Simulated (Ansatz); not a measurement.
# Is this Ni result the lowest state?

We look at Ni: a measured crystal structure (space group Fm-3m, primitive cell doubled), with 2 atoms per cell. Source: COD entry 9013005; it may be a high-temperature, high-pressure or metastable form.

Computed with DFT, PBE, PAW, plane waves, scalar-relativistic (Ansatz development build ahead of 0.2.0).

```yaml
crystal:
  lattice:
    - [3.5516, 1.7758, 1.7758]
    - [1.7758, 3.5516, 1.7758]
    - [1.7758, 1.7758, 3.5516]
  atoms:
    - { symbol: Ni, position: [0.0, 0.0, 0.0], spin: 2.0 }
    - { symbol: Ni, position: [0.5, 0.5, 0.5], spin: -2.0 }
magnetization:
  spin_polarized: true
hamiltonian:
  xc: pbe
  pseudopotentials: { kind: paw }
basis:
  ecutwfc: 420
kpoints:
  mp_grid: { grid: [11, 11, 11] }
scf:
  occupations: { method: fermi_dirac, width: 0.1 }
  lower_state_search: "off"
output:
  forces: true
  stress: true
```

It took 6.2 s on 2 threads of Arm Neoverse V1 (shared host), peak memory 0.37 GiB.

The end of the output:

```
SCF converged after 17 iterations
Magnetization: 0.0000 μB (18.0000 up, 18.0000 down)
Absolute magnetization: 0.0001 μB (∫|ρ↑−ρ↓|, with the PAW one-centre terms)
Spin contamination: 0.0000 ħ² per cell (⟨S²⟩ above its minimum at these occupations)
Per-site moments (μB) at R_I (Å): [(5.1971e-5, 1.0359), (-5.1971e-5, 1.0359)]
Free energy (F): -11679.411969 eV
Harris-Foulkes:  -11679.411969 eV  (|F-HF|=4.45e-9)
Internal energy: -11679.226852 eV  (E = F + TS)
E sigma→0 (E₀):  -11679.319410 eV
Entropy (-TS):   -0.185117 eV (-92.558 meV/atom)
Fermi energy:    17.346923 eV
--- Forces (eV/Å), atoms counted from 1 ---
  atom   1  Ni     0.00000000     0.00000000     0.00000000
  atom   2  Ni    -0.00000000    -0.00000000    -0.00000000
--- Stress (GPa, compression-positive) ---
       -5.769439      -0.070711      -0.070711
       -0.070711      -5.769439      -0.070711
       -0.070711      -0.070711      -5.769439
  P = ⅓ Tr σ = -5.7694 GPa (-57.694 kbar)
```

The mesh is too coarse to rank close states of a metal with certainty: differences of some tens of meV/atom may change, at times in sign.

A small moment in a metal is sensitive to the mesh and the smearing.

Site moments are taken inside atomic spheres and don't add up to the total.

**Question.** Has the SCF ended in the lowest solution? If not, by how much is it too high?

**Answer.** No, on this mesh. A state 37.9 meV/atom (0.076 eV per cell) lower exists in this cell: ferromagnetic, site moments Ni1 0.65, Ni2 0.65 μB, total 1.23 μB per cell, no gap on the k-mesh. It was reached from: parallel moments, default search for lower states [Ni1 2.00, Ni2 2.00 μB]; parallel moments scaled by 0.03, plain SCF [Ni1 0.06, Ni2 0.06 μB]. The wrong state matters: the pressure is -5.0 GPa there against -5.8 GPa here. This multiple of the primitive cell fits some opposed orders; other multiples fit others. “Lowest” means lowest among the runs made in this cell.
